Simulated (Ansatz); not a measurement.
ZrAg (rock salt, Fm-3m) at seven volumes, plane-wave PAW PBE (Ansatz code), scaled uniformly. One row is withheld.

```csv
V (Å³/atom),P (GPa)
20.716,10.64
21.399,6.49
22.082,2.98
22.765,0.01
23.448,?
24.130,-4.64
24.813,-6.44
```

Fit the shown pressures and predict the withheld one.

P = (3/2)B₀(x^(7/2) − x^(5/2))[1 + (3/4)(B′ − 4)(x − 1)] with x = (V₀/V)^(2/3). Least squares on the six rows gives V₀ = 22.767 Å³/atom, B₀ = 90.9 GPa, B′ = 4.53. At V = 23.448, x = 0.9805 and P = -2.51 GPa. The run itself gave -2.51 GPa.

The start of the workflow was typed in or built on a structure type; neither database checked (COD, Materials Project) lists it. COD files the formula under space group No. 129, so this cell is another polymorph or a model. Whether it is the stable phase at ambient conditions was not checked. The cell was relaxed with PBE under the symmetry of its start; its stability against distortions is not shown here. No spin polarisation was allowed. Its formation energy is positive at this level, so the cell may be metastable or incomplete.

Potentials: the earlier of the program's two PAW sets.
